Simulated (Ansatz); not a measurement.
SnIr3N (anti-perovskite, space group No. 221), a = 4.131 Å, b = 4.131 Å, c = 4.131 Å, α = 90.00°, β = 90.00°, γ = 90.00°.

This is the PBEsol-relaxed structure.

Problem. All from plane-wave PAW PBEsol (Ansatz code), unless another level is named. Give the electronic character.

Solution. metallic (no gap).

Problem. What about the density of states at the Fermi level?

Solution. 0.83 states/eV per atom (mean over ±0.08 eV).

Problem. And the gap with spin–orbit coupling?

Solution. none (metallic).

Space group Pm-3m (anti-perovskite). The start of the workflow was typed in or built on a structure type; neither database checked (COD, Materials Project) lists it. Its standing as an ambient phase is unchecked. The PBEsol relaxation kept the symmetry of its start. At this level the phase is dynamically unstable (imaginary phonons). The workflow began spin-polarised and lost its moments. The volume moved by 18 % from the start of the relaxation. Its formation energy is positive at this level, so the cell may be metastable or incomplete. Spin–orbit coupling is left out wherever it is not named.

Potentials: the earlier of the program's two PAW sets. The files were generated under PBE; for other functionals the program regenerates the frozen cores, and for LDA and PBEsol the local potential too.
